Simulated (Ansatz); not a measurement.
Ansatz input file:

```yaml
crystal:
  lattice:
    - [3.592176, 0.0, 0.0]
    - [0.0, 3.592176, 0.0]
    - [0.0, 0.0, 6.122316]
  atoms:
    - { symbol: Nb, position: [0.5, 0.0, 0.186082] }
    - { symbol: Nb, position: [0.0, 0.5, 0.813918] }
    - { symbol: S, position: [0.5, 0.0, 0.61646] }
    - { symbol: S, position: [0.0, 0.5, 0.38354] }
    - { symbol: "N", position: [0.5, 0.5, 0.0] }
    - { symbol: "N", position: [0.0, 0.0, 0.0] }
basis:
  ecutwfc: 420
kpoints:
  mp_grid: { grid: [6, 6, 4] }
hamiltonian:
  xc: pbe
scf:
  occupations: { method: gaussian, width: 0.1 }
output:
  forces: true
  stress: true
  eigenvalues: true
```

Run as
```bash
ansatz run input.yaml --threads 1 --pin off --max-ram 2560MiB --backend cpu --events-out ev --progress --plain --runs-dir out
```

Theory: DFT PBE, scalar-relativistic, plane waves, PAW in Ansatz 0.2.0.

Abridged output:

```
Pseudopotentials: kind: paw
Pseudopotential: Nb, paw, valence charge 13, recommended cutoff 420 eV (normal)
Pseudopotential: S, paw, valence charge 6, recommended cutoff 420 eV (normal)
Pseudopotential: N, paw, valence charge 5, recommended cutoff 420 eV (normal)
Functional definition: PBE
Crystal: 6 atoms, lattice volume = 79.001 Å³
Basis set: ecut = 420 eV, 1533 PW (Γ), exchange–correlation on 50×50×90 points (8 copies of the dense FFT grid, shifted against one another)
Bands: 30, of which v1, the nominal top of the filled ones, is band 24 counted from 1 (23 counted from 0)
Symmetry: 16 space group operations
Space group: P4/nmm (ITA 129), of the structure as read, at distance tolerance 4.3e-5 Å
k-points: 30 of 144
Initial density: superposition of atomic densities (neutral atoms: chi_scale 0, normalization atom), corrected by the library's trained network
Initial wavefunctions: pseudopotential atomic-orbital guess
Functional: x = pbe(κ = 0.804, μ = 0.21951497), c = pbe(β = 0.06672455)
SCF iter   1: F=—  HF=-11681.257684 eV  |F-HF|=—  |Δ(HF+E_count)|=         —  Δρ=8.32e-3  dr2=4.57e-2  ethr=1.77e-3  ⟨swp⟩=5.2  Hψ=3880  notcnv=0
SCF iter   2: F=—  HF=-11681.257610 eV  |F-HF|=—  |Δ(HF+E_count)|=   7.44e-5  Δρ=4.51e-3  dr2=1.51e-2  ethr=9.53e-5  ⟨swp⟩=1.0  Hψ=1140  notcnv=0
SCF iter   3: F=—  HF=-11681.258619 eV  |F-HF|=—  |Δ(HF+E_count)|=   1.01e-3  Δρ=9.16e-4  dr2=6.69e-4  ethr=3.15e-5  ⟨swp⟩=2.1  Hψ=1128  notcnv=0
automatic band count: iteration 3 solves 29 bands in place of 30: the levels show a gap, and the empty bands left out lie too high to hold charge; the band table lists the bands solved (type scf.n_extra_bands for more)
SCF iter   4: F=—  HF=-11681.258583 eV  |F-HF|=—  |Δ(HF+E_count)|=   3.58e-5  Δρ=2.49e-4  dr2=5.70e-5  ethr=1.39e-6  ⟨swp⟩=2.0  Hψ=1268  notcnv=0
SCF iter   5: F=—  HF=-11681.258628 eV  |F-HF|=—  |Δ(HF+E_count)|=   4.45e-5  Δρ=4.70e-5  dr2=1.25e-6  ethr=1.19e-7  ⟨swp⟩=2.0  Hψ=1218  notcnv=0
SCF iter   6: F=-11681.258628 eV  HF=-11681.258628 eV  |F-HF|=1.81e-8  |Δ(HF+E_count)|=   6.51e-7  Δρ=8.48e-6  dr2=4.89e-8  ethr=2.08e-10  ⟨swp⟩=7.7  Hψ=4029  notcnv=0
SCF 1 converged in 6 iterations: F = -11681.258628 eV  dr2 = 4.89e-8
SCF converged after 6 iterations
Free energy (F): -11681.258628 eV
Harris-Foulkes:  -11681.258628 eV  (|F-HF|=1.81e-8)
Internal energy: -11681.255026 eV  (E = F + TS)
E sigma→0 (E₀):  -11681.256827 eV
Entropy (-TS):   -0.003603 eV (-0.600 meV/atom)
Fermi energy:    14.049728 eV
--- Per-component energies (eV) ---
  E_band       = -135.591898
  E_kinetic    = 1260.411585
  E_local      = -2352.961872  (includes V_loc(G=0)·N_el)
  E_nonlocal   = 382.088318
  E_hartree    = 794.485644
  E_xc         = -666.365400
  E_vxc        = -754.875471  (∫ρ·V_xc dr)
  E_paw        = -7598.909951  (= ΣΔE_a)
  E_vpaw       = -259.223959  (= ΣTr[D̂ρ^β])
  E_aug_tail   = 0.000218  (compensation charges beyond the density's cutoff)
  E_ewald      = -3500.003568
  E_smearing   = -0.003603  (= −TS)
--- Forces (eV/Å), atoms counted from 1 ---
  atom   1  Nb     0.00000000     0.00000000    -0.48609138
  atom   2  Nb     0.00000000     0.00000000     0.48609138
  atom   3  S      0.00000000     0.00000000     0.02639652
  atom   4  S      0.00000000     0.00000000    -0.02639652
  atom   5  N      0.00000000     0.00000000     0.00000000
  atom   6  N      0.00000000     0.00000000     0.00000000
--- Stress (GPa, compression-positive) ---
       -3.445709       0.000000       0.000000
        0.000000      -3.445709       0.000000
        0.000000       0.000000      -3.586319
  P = ⅓ Tr σ = -3.4926 GPa (-34.926 kbar)
--- Band table (eV; the first three rows and the last of 30) ---
  k-point 0: bands = ["-42.1231", "-42.0920", "-18.2987", "-18.1535", "-18.1535", "-18.0532", "-18.0530", "-18.0530", "-1.9999", "0.2434", "0.5639", "1.8207", "8.1132", "8.1132", "8.6054", "8.7617", "9.9431", "10.2524", "10.2524", "11.4769", "11.4769", "11.6335", "13.9073", "14.1632", "14.1632", "14.9158", "14.9405", "15.7687", "16.7398"]
  k-point 1: bands = ["-42.1230", "-42.0922", "-18.2921", "-18.1528", "-18.1528", "-18.0607", "-18.0538", "-18.0538", "-1.8227", "-0.2127", "0.5652", "2.2359", "7.6168", "8.1482", "8.1482", "8.7274", "9.9318", "9.9318", "10.7689", "12.0403", "12.0532", "12.0532", "13.8827", "13.8827", "13.9479", "14.8568", "15.2663", "15.4957", "16.9526"]
  k-point 2: bands = ["-42.1228", "-42.0924", "-18.2851", "-18.1520", "-18.1520", "-18.0686", "-18.0546", "-18.0546", "-1.5420", "-0.6890", "0.5664", "2.5951", "6.9750", "8.1880", "8.1880", "8.6941", "9.7036", "9.7036", "11.0596", "12.7924", "12.8829", "12.8829", "13.2378", "13.2378", "13.9941", "14.7924", "14.8758", "15.7188", "17.5932"]
  k-point 29: bands = ["-42.0930", "-42.0930", "-18.3403", "-18.3403", "-18.1480", "-18.1480", "-18.1345", "-18.1345", "0.1062", "0.1062", "1.3266", "1.3266", "7.0893", "7.0893", "7.5753", "7.5753", "11.1917", "11.1917", "11.3055", "11.3055", "11.6578", "11.6578", "11.9826", "11.9826", "15.7364", "15.7364", "16.5022", "16.5022", "17.0855"]
```

The run converged.

Time: 3.9 s on 1 thread of Arm Neoverse V2 (shared host), peak memory 0.35 GiB.

The k mesh is coarse.